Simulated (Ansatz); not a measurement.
# Structures of Ge₂P₃: which is lowest?

Plane-wave DFT in Ansatz with scalar-relativistic PAW potentials, cutoff 500 eV, Γ-centred meshes chosen by cell and gap, Gaussian smearing with energies taken to zero width. Every cell was relaxed (cell and atoms) in a run of its own, within the symmetry of its start. Functional: r2SCAN.

Relaxed structures (starts from databases or built by putting these elements on another compound's sites):
A. P-3m1, 5 atoms in the computed cell, a = 3.402 Å, c = 10.127 Å; sites (symmetry × multiplicity) Ge 3m. × 2, P -3m. × 1 + 3m. × 2; start: built
B. R-3m, 5 atoms in the computed cell, a = 3.583 Å, c = 22.592 Å; sites (symmetry × multiplicity) Ge 3m × 6, P -3m × 3 + 3m × 6; start: built

Rank them by energy. Could pressure change the order?

| structure | group | E − E(lowest) (meV/atom) | V (Å³/atom) | gap on mesh (eV) |
| --- | --- | --- | --- | --- |
| B | R-3m | 0.0 | 16.75 | 0.00 |
| A | P-3m1 | 128 | 20.30 | 0.00 |

B is lowest, 128 meV/atom under A. The lowest is also the densest of these, so pressure wouldn't bring one of the others in at first order. Other structures may lie lower than all of these, and vibrations aren't counted.